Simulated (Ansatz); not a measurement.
Relaxed-ion elastic tensor of Cs2NaLaCl6 in space group Fm-3m (No. 225; Cs on 8c, Na on 4b, La on 4a, Cl on 24e) in GPa (Voigt order), DFT-LDA in the program Ansatz with PAW potentials; density 3.51 g/cm³, 30.28 Å³ per atom.

```csv
,1,2,3,4,5,6
1,54.5,10.9,10.9,0.0,0.0,0.0
2,10.9,54.5,10.9,0.0,0.0,0.0
3,10.9,10.9,54.5,0.0,0.0,0.0
4,0.0,0.0,0.0,7.2,0.0,0.0
5,0.0,0.0,0.0,0.0,7.2,0.0
6,0.0,0.0,0.0,0.0,0.0,7.2
```

Question: Is the crystal mechanically stable?

Answer: Yes: the smallest eigenvalue of C is 7.2 GPa.

Question: Work out the Voigt, Reuss and Hill averages.

Answer: K_V = 25.4, K_R = 25.4, K_H = 25.4; G_V = 13.1, G_R = 9.9, G_H = 11.5 GPa.

Question: Give Young's modulus, Poisson's ratio, Pugh's ratio and the universal anisotropy index.

Answer: E = 9KG/(3K + G) = 29.9 GPa; ν = 0.30; K/G = 2.21 (ductile by the Pugh limit of 1.75); A_U = 5G_V/G_R + K_V/K_R − 6 = 1.61.

Question: Estimate the sound speeds and the Debye temperature.

Answer: v_l = √((K + 4G/3)/ρ) = 3400 m/s, v_t = √(G/ρ) = 1810 m/s, mean 2020 m/s; Θ = (h/k)(3n/4πV)^(1/3) v_m = 193 K.

Question: Give the Zener ratio and Young's modulus along [100], [110] and [111].

Answer: A = 2C44/(C11 − C12) = 0.33; 1/E = S11 − 2(S11 − S12 − S44/2)Γ with Γ = 0, 1/4, 1/3 gives 50.9, 23.4, 19.8 GPa.

Question: Solve the Christoffel equation for the three sound speeds along [100], [110], [111].

Answer: Eigenvalues of C_ijkl n_j n_l equal ρv². In km/s, slowest first: [100] 1.44, 1.44, 3.94; [110] 1.44, 2.49, 3.37; [111] 2.20, 2.20, 3.16.

The first step of the workflow began from a Materials Project structure, measured or hypothetical; the Crystallography Open Database copy checked does not list it. Whether it is the stable phase at ambient conditions was not checked. Symmetry was held in the LDA relaxation; phonons on a q-mesh show weakly imaginary modes. Spin–orbit coupling is left out wherever it is not named.

Potentials: the later of the program's two PAW sets.
